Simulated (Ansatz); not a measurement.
Sr$_{3}$BiN:
```yaml
crystal:
  lattice:
    - [5.10796, 0.00000, 0.00000]
    - [0.00000, 5.10796, 0.00000]
    - [0.00000, 0.00000, 5.10796]
  atoms:
    - { symbol: Sr, position: [0.50000, 0.50000, 0.00000] }
    - { symbol: Sr, position: [0.00000, 0.50000, 0.50000] }
    - { symbol: Sr, position: [0.50000, 0.00000, 0.50000] }
    - { symbol: Bi, position: [0.00000, 0.00000, 0.00000] }
    - { symbol: N, position: [0.50000, 0.50000, 0.50000] }
```

Relaxed with LDA. Special points in fractions of this cell's reciprocal vectors: Γ (0.000, 0.000, 0.000); X (0.000, 0.500, 0.000); M (0.500, 0.500, 0.000); R (0.500, 0.500, 0.500).

### Question
List the band energies nearest the valence-band maximum at these points for LDA (plane waves, PAW; program Ansatz).

### Answer
In eV from the valence-band maximum; about four levels below and three above (degenerate sets whole), none deeper than 8.9 eV; points with the same levels are listed once.

| k | below | above |
|---|---|---|
| Γ | -0.91 -0.91 -0.91 0.00 0.00 0.00 | 0.13 0.13 0.58 |
| X | -1.34 -1.34 -0.64 -0.64 | 1.44 1.77 1.79 |
| M | -1.66 -1.65 -1.65 -0.95 | 2.17 2.87 2.87 |
| R | -2.59 -2.59 -2.59 -1.59 -1.59 -1.59 | 1.85 1.85 1.85 |

Space group Pm-3m (anti-perovskite). The first step of the workflow began from a Materials Project structure, measured or hypothetical; the Crystallography Open Database copy checked does not list it. Whether it is the stable phase at ambient conditions was not checked. The LDA relaxation kept the symmetry of its start; of distortions, only those at the zone centre were tested. Scalar-relativistic: spin–orbit coupling is off unless named, which matters more the heavier the elements.

Potentials: the later of the program's two PAW sets.
